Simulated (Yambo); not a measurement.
Yambo run on a free-standing AlClO monolayer (symmetry Pmmn, slab cell 19.0 Å high). The wavefunctions are PBEsol (pw.x of Quantum ESPRESSO, ONCV potentials, without SOC) ones on a 6×4×1 mesh (16 occupied bands); a = 3.135 Å, b = 3.636 Å, c = 19.000 Å, α = 90.00°, β = 90.00°, γ = 90.00°.

Yambo input:

```
rim_cut
HF_and_locXC
RandQpts= 1000000
RandGvec= 2 Ry
CUTGeo= "slab z"
EXXRLvcs= 84 Ry
VXCRLvcs= 336 Ry
% QPkrange
 1 | 1 | 16 | 17 |
 3 | 3 | 16 | 17 |
 10 | 10 | 16 | 17 |
 12 | 12 | 16 | 17 |
%
```

k points by index: 1 = Γ, 3 = (0, -0.5), 10 = (-0.5, 0), 12 = (-0.5, -0.5).

Resulting energies as the program prints them:

```
#    K-point    Band    Eo [eV]    Ehf [eV]    Vxc [eV]    Vnlxc [eV]
#
    1    16    -0.221607    -4.463024    -14.96213    -19.20355
    1    17    5.957221    10.42859    -10.91964    -6.448262
    3    16    -0.206532    -4.426957    -14.90700    -19.12743
    3    17    7.825815    12.95417    -10.75018    -5.621819
    10    16    0.000000    -4.639634    -14.56132    -19.20095
    10    17    6.881383    11.74287    -11.32703    -6.465548
    12    16    -0.778818    -5.996747    -16.53857    -21.75650
    12    17    7.249512    12.34508    -11.15077    -6.055199
```
Exchange alone, without screening.

Geometry relaxed with PBEsol.

This is a model layer cut from the bulk structure; whether it is stable on its own was not checked.
